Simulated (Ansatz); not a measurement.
Mg₂Sn (antifluorite type, space group Fm-3m)

```
CELL_PARAMETERS angstrom
      0.00000     3.37302     3.37302
      3.37302     0.00000     3.37302
      3.37302     3.37302     0.00000
ATOMIC_POSITIONS crystal
  Sn 0.00000 0.00000 0.00000
  Mg 0.25000 0.25000 0.25000
  Mg 0.75000 0.75000 0.75000
```

The slice is a {100} plane (indices of the conventional cell) through the point (0.750, 0.750, 0.750) (fractional), spanned by u = [100] and v = [0 1 -1] in vectors of this cell: u (4.77 Å) and v (4.77 Å, at 90° to u). It covers one period; positions are fractions (u, v).

Computed with PBEsol (plane waves to 420 eV, PAW, scalar-relativistic; Ansatz, a first-principles code). k mesh 12×12×12. Inside the PAW spheres the values are not all-electron values, and peaks at nuclei hang on which shells count as valence. At this level the bands of Mg2Sn touch or barely overlap; measurements give the solid a gap. Mg2Sn was relaxed with its symmetry unable to fall.

Problem. Predict the map of the electrostatic potential energy of an electron, from the cell's mean on the slice.

Solution. 
```
|xxxxxxxxxx==##@@@@@@@@@@@@@@##==xxxxxxxx|
|xxxxxxxx..++%%@@@@@@@@@@@@@@%%++..xxxxxx|
|xxxxxx  ==##%%@@@@@@@@@@@@@@%%##==  xxxx|
|xxxx..==**##%%%%%%######%%%%%%##**==..xx|
|====++####%%####++======++####%%####++==|
|####%%%%%%##**==..xxxxxx..==**##%%%%%%##|
|@@@@@@@@%%##==  xxxxxxxxxx  ==##%%@@@@@@|
|@@@@@@@@%%++..xxxxxxxxxxxxxx..++%%@@@@@@|
|@@@@@@@@##==xxxxxxxxxxxxxxxxxx==##@@@@@@|
|@@@@@@@@##==xxxxxxxxxxxxxxxxxx==##@@@@@@|
|@@@@@@@@##==xxxxxxxxxxxxxxxxxx==##@@@@@@|
|@@@@@@@@%%++..xxxxxxxxxxxxxx..++%%@@@@@@|
|@@@@@@@@%%##==  xxxxxxxxxx  ==##%%@@@@@@|
|####%%%%%%##**==..xxxxxx..==**##%%%%%%##|
|====++####%%####++======++####%%####++==|
|xxxx..==**##%%%%%%######%%%%%%##**==..xx|
|xxxxxx  ==##%%@@@@@@@@@@@@@@%%##==  xxxx|
|xxxxxxxx..++%%@@@@@@@@@@@@@@%%++..xxxxxx|
|xxxxxxxxxx==##@@@@@@@@@@@@@@##==xxxxxxxx|
|xxxxxxxxxx==##@@@@@@@@@@@@@@##==xxxxxxxx|
```
Scale: ten equal steps from -2.94 (start of ' ') to 5.36 (end of '@'), in the order ' .:-=+*#%@'. Values: electrostatic potential energy of an electron, from the cell's mean, in eV. The map has 20 points along u (two characters each, u = 0 at the left) and 20 along v (v = 0 in the bottom row). Points within 1 Å of a nucleus are blanked (x), as the pseudised field means little there. The zero, the cell's mean, hangs on the PAW cores.
